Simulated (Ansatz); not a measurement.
CuI (zinc blende)

```
CuI
1.0
    0.00000     6.07934     6.07934
    3.03967     3.03967     6.07934
    3.03967     3.03967     0.00000
I Cu
2 2
Direct
  0.00000   0.75000   0.75000
  0.50000   0.75000   0.75000
  0.00000   0.00000   0.00000
  0.50000   0.00000   0.00000
```

The atoms are displaced by Q × the pattern below (from a DFPT mode at X = (0.5, 0.5, 0.0), largest move 1; Q in Å), at fixed cell. (q is in reciprocal vectors of the primitive cell; the cell shown is doubled to hold the pattern.)

```json
[
 {"atom": "I1", "x": "0.000", "y": "0.000", "z": "1.000"},
 {"atom": "I2", "x": "0.000", "y": "0.000", "z": "-1.000"}
]
```

Atoms not listed stay in place.

Level of theory: PBE (plane waves to 420 eV, PAW, scalar-relativistic; Ansatz, a program for electronic structure). k mesh 9×9×9 (Γ-centred), Fermi-Dirac smearing 0.05 eV. CuI is run without spin polarisation. CuI was relaxed with its symmetry unable to fall. Spin-orbit coupling is left out, though I is heavy. 

| Q (Å) | −dE/dQ from forces (eV/Å) |
|---|---|
| -0.180 | 2.566 |
| -0.150 | 2.132 |
| -0.120 | 1.701 |
| -0.090 | 1.273 |
| -0.060 | 0.847 |
| -0.030 | 0.423 |
| 0.000 | 0.000 |
| 0.030 | -0.423 |
| 0.060 | -0.847 |
| 0.090 | -1.273 |
| 0.120 | -1.701 |
| 0.150 | -2.132 |
| 0.180 | -2.566 |

What harmonic wavenumber does the curvature at Q = 0 give?

123 cm⁻¹. E″ = 14.10 eV/Å², M = Σ mᵢ|uᵢ|² = 253.8 u, ν̃ = 521.5·√(|E″|/M).

(For displaced atoms, the force is minus the slope of the energy, and its curvature is a force constant, which sets phonon frequencies.)
